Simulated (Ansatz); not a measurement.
Given:

Relaxed Sc2Si2O7 (space group C2/m):

```
Sc2Si2O7
1.0
    3.20902    -4.19740     0.00000
    3.20902     4.19740     0.00000
   -1.01020     0.00000     4.54726
Sc Si O
2 2 7
Direct
  0.30900   0.69100   0.00000
  0.69100   0.30900   0.00000
  0.22713   0.22713   0.40824
  0.77287   0.77287   0.59176
  0.92210   0.60321   0.78741
  0.07790   0.39679   0.21259
  0.39679   0.07790   0.21259
  0.60321   0.92210   0.78741
  0.00000   0.00000   0.50000
  0.60225   0.60225   0.27786
  0.39775   0.39775   0.72214
```

A phonon eigenvector at Γ is frozen into this cell: atom i moves by Q times the vector below, so Q is the largest atomic displacement, in Å. The cell is held.

```tsv
atom	x	y	z
Sc1	-0.104	0.000	-0.103
Sc2	0.104	0.000	0.103
Si3	0.000	0.243	0.000
Si4	0.000	-0.243	0.000
O5	-0.610	0.051	0.232
O6	0.610	-0.051	-0.232
O7	-0.610	-0.051	0.232
O8	0.610	0.051	-0.232
O10	0.000	-1.000	0.000
O11	0.000	1.000	0.000
```

Atoms not listed stay in place.

Level of theory: LDA (plane waves to 420 eV, PAW, scalar-relativistic; Ansatz, a quantum-chemistry and plane-wave program). k mesh 6×6×6 (Γ-centred), Fermi-Dirac smearing 0.05 eV. Energies are smeared free energies. Sc2Si2O7 is run without spin polarisation. Sc2Si2O7 was relaxed with its symmetry unable to fall. The zero of ΔE is the undisplaced structure.

The scan covers Q from -0.180 to 0.180 Å in 13 points.

Problem. Is this a single well or a double well?

Solution. A single well with its minimum at or next to zero displacement.

Problem. Which space group does the distorted structure have?

Solution. P-1 (No. 2), lowered from C2/m.

Problem. Is the energy the same for equal positive and negative displacements?

Solution. Even: the same for both signs.

Problem. What is the energy change at Q = 0.180 Å?

Solution. 624 meV/cell.

Problem. What harmonic wavenumber does the curvature at Q = 0 give?

Solution. 396 cm⁻¹.

(For displaced atoms, the force is minus the slope of the energy, and its curvature is a force constant, which sets phonon frequencies.)
